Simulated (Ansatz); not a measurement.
This run works on a generated trial structure, not on a known crystal.

Input and command of a plane-wave DFT calculation in Ansatz:

```yaml
crystal:
  lattice:
    - [3.5030144235, -3.9363718134, 0.0]
    - [3.5030144235, 3.9363718134, 0.0]
    - [0.0, 0.0, 8.1028020063]
  atoms:
    - { symbol: "Y", position: [0.0, 0.0, 0.0] }
    - { symbol: Zn, position: [0.5, 0.5, 0.5] }
    - { symbol: C, position: [0.2197653513, 0.7802346487, 0.7855944257] }
    - { symbol: C, position: [0.7802346487, 0.2197653513, 0.2144055743] }
    - { symbol: C, position: [0.2197653513, 0.7802346487, 0.2144055743] }
    - { symbol: C, position: [0.7802346487, 0.2197653513, 0.7855944257] }
    - { symbol: "N", position: [0.3200917628, 0.6799082372, 0.6786698072] }
    - { symbol: "N", position: [0.6799082372, 0.3200917628, 0.3213301928] }
    - { symbol: "N", position: [0.3200917628, 0.6799082372, 0.3213301928] }
    - { symbol: "N", position: [0.6799082372, 0.3200917628, 0.6786698072] }
basis:
  ecutwfc: 420
kpoints:
  mp_grid: { grid: [8, 8, 6] }
hamiltonian:
  xc: pbe
scf:
  occupations: { method: gaussian, width: 0.1 }
output:
  forces: true
  stress: true
  eigenvalues: true
  write_density: true
  write_potential: true
  elf: true
  volumetric_format: npy
relax:
  adjacent_minimum: "off"
  f_tol: 0.01
  max_steps: 80
  cell: { stress_tol: 0.05 }
```

```bash
ansatz run input.yaml --threads 1 --pin off --max-ram 2560MiB --backend cpu --events-out ev --progress --plain --runs-dir out
```

Processor: Intel(R) Xeon(R) 6975P-C (Granite Rapids), 1 thread, on a host shared with other jobs.

Question: Estimate time, memory and problem size.

Answer: About 3.8 min, peak memory 0.86 GiB. It solves 40 bands at 84 k points (after reduction by symmetry) with about 4381 plane waves (on the last cell), in 84 SCF iterations over 10 ionic steps.
